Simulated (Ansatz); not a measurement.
Relaxed-ion elastic tensor of NbCuN2 in space group R-3m (No. 166; Nb on 3b, Cu on 3a, N on 6c) in GPa (Voigt order), DFT-PBEsol in the program Ansatz with PAW potentials; density 6.29 g/cm³, 12.17 Å³ per atom.

```
 361  94.7   134   0.6   0.0   0.0
94.7   361   134  -0.6   0.0   0.0
 134   134   514   0.0   0.0   0.0
 0.6  -0.6   0.0  11.9   0.0   0.0
 0.0   0.0   0.0   0.0  11.9   0.6
 0.0   0.0   0.0   0.0   0.6   133
```

Q: Is the crystal mechanically stable?

A: Yes: the smallest eigenvalue of C is 11.9 GPa.

Q: Work out the Voigt and Reuss bounds. Is their mean of use?

A: K_V = 218, K_R = 209; G_V = 89.5, G_R = 26.3 GPa. The bounds lie so far apart that a Hill average or a Debye temperature from it would say little.

The start of the workflow was typed in or built on a structure type; neither database checked (COD, Materials Project) lists it. Its standing as an ambient phase is unchecked. Symmetry was held in the PBEsol relaxation; whether a distortion lowers the energy is not shown. The workflow began spin-polarised and lost its moments.

Potentials: the later of the program's two PAW sets.
